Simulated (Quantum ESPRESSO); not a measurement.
# NMR parameters of KBr (changed cell)

```xyz
2
Lattice="0.0000 3.2781 3.3275 3.2781 0.0000 3.3275 3.2781 3.2781 0.0000" Properties=species:S:1:pos:R:3 pbc="T T T"
K      0.0000     0.0000     0.0000
Br     3.2781     3.2781     3.3275
```
The cell was made here from a computed Materials Project entry: strained by +1 % along the cube axis and by -0.5 % across it, atoms relaxed (PBE without dispersion, pw.x of a modified build of Quantum ESPRESSO, symmetry kept). The parent is KBr in Fm-3m. Stability against distortions was not tested.

Shieldings are absolute and leave out the bulk-susceptibility term; a larger σ means a smaller chemical shift. In our sweeps, cutoffs and meshes of this size left a few ppm, and up to some 20 ppm on atoms from Zn on. Spin–orbit coupling is left out; its weight grows with the heaviest atom, Br here. The datasets of Br hold no d projectors, which limits absolute σ on these atoms. Static lattice: thermal averaging is not included.

Ω = σ33 − σ11 of the symmetric part; where symmetry doesn't make it nil, it is less certain than σ_iso.

**Question.** What do the calculations give at each independent site (shieldings by GIPAW with PBE in Quantum ESPRESSO, on JTH PAW datasets, 20 Ha, k-mesh 4×4×4 shifted, f-sum rule met within 0.002 %)?

**Answer.** 
```
site         site symmetry  σ_iso (ppm)  span Ω (ppm)
-----------  -------------  -----------  ------------
K (atom 1)           4/mmm         1142             9
Br (atom 2)          4/mmm         2644            17
```
